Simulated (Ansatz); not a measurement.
**Al: frozen-core PAW against all-electron methods**

```yaml
crystal:
  lattice:
    - [0.00000, 2.02398, 2.08470]
    - [2.02398, 0.00000, 2.08470]
    - [2.02398, 2.02398, 0.00000]
  atoms:
    - { symbol: Al, position: [0.00000, 0.00000, 0.00000] }
```

The cell is COD entry 4313206, as deposited and not checked against the literature; nothing was relaxed. The listed cell was then made from it by scaling, straining or moving an atom.

All numbers are computed: DFT, PBEsol, PAW with Ansatz's default frozen-core files, scalar-relativistic (Ansatz 0.2.0); DFT, PBEsol, all-electron LAPW, scalar-relativistic (Ansatz 0.2.0).

For PAW: a Γ-centred 14×14×14 k mesh, Fermi–Dirac smearing of 0.05 eV, cutoff 420 eV, no spin polarisation; the PAW files were made with PBE, and the program remakes their frozen cores for this functional. LAPW targets a basis error of 1 meV/atom. The Ansatz runs share mesh, smearing and spin set-up. Plane-wave (PAW) pressures include the program's estimate of the Pulay term.

Stress and pressure are positive in compression.

PAW results:

| quantity | PAW |
| --- | --- |
| pressure (GPa) | -3.93 |
| stress xx (GPa) | -3.79 |
| stress zz (GPa) | -4.20 |

Q: What does all-electron LAPW give for the same quantities?

A: 
| quantity | LAPW |
| --- | --- |
| pressure (GPa) | -3.91 |
| stress xx (GPa) | -3.78 |
| stress zz (GPa) | -4.18 |
